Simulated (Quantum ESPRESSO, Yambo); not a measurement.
## Levels of theory for the gap of KLuS₂

KLuS₂ (space group R-3m, No. 166): one geometry, one set of PBEsol (Quantum ESPRESSO, PseudoDojo norm-conserving, 100 Ry, no spin-orbit coupling) orbitals, self-energies from Yambo (4×4×4 Γ-centred k mesh, bands 2 to 111 and a 6 Ry block in the screening, 111 bands in G with the Bruneval-Gonze terminator, plasmon pole fitted at 27.2 eV).

Cell and atoms were relaxed with PBEsol from Materials Project entry mp-1007636, within its symmetry.

| level | gap Γ → F (eV) | direct gap at F (eV) | rough Yambo cost |
|---|---|---|---|
| PBEsol (Quantum ESPRESSO) | 2.10 | 2.97 | – |
| exchange only (Hartree-Fock self-energy on PBEsol orbitals) | 8.73 | 10.03 | about 1/20 (8 states) |
| static COHSEX@PBEsol | 4.00 | 5.05 | within a factor of two (3 states) |
| G0W0@PBEsol, plasmon pole | 3.35 | 4.33 | 1 (8 states) |

Bare exchange has no screening and gives the widest gap; static COHSEX screens it but leaves out the frequency dependence, which G0W0 restores.

Costs are rough ratios of core time on shared machines.

Convergence of the G0W0 settings was not tested.

The 4f states are in the valence at their DFT position.
